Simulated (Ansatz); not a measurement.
Structures of Re2Sb: which is lowest?

Plane-wave DFT in Ansatz with scalar-relativistic PAW potentials, cutoff 420 eV, Γ-centred meshes chosen by cell and gap, Gaussian smearing with energies taken to zero width. Every cell was relaxed (cell and atoms) in a run of its own, within the symmetry of its start. Functional: PBE.

Relaxed structures (starts from databases or built by putting these elements on another compound's sites):
A. P6/mmm, 3 atoms in the computed cell, a = 4.382 Å, c = 3.306 Å; sites (symmetry × multiplicity) Re -6m2 × 2, Sb 6/mmm × 1; start: built
B. Pnnm, 6 atoms in the computed cell, a = 2.946 Å, b = 7.751 Å, c = 4.436 Å; sites (symmetry × multiplicity) Re ..m × 4, Sb ..2/m × 2; start: built

Question: Rank them by energy. Could pressure change the order?

Answer:
```csv
structure,group,E − E(lowest) (meV/atom),V (Å³/atom),gap on mesh (eV)
B,Pnnm,0.0,16.88,0.00
A,P6/mmm,156,18.32,0.00
```

B is lowest, 156 meV/atom under A. The lowest is also the densest of these, so pressure wouldn't bring one of the others in at first order. Other structures may lie lower than all of these, and vibrations aren't counted.

Spin-orbit coupling is left out, which matters for the bands of heavy elements.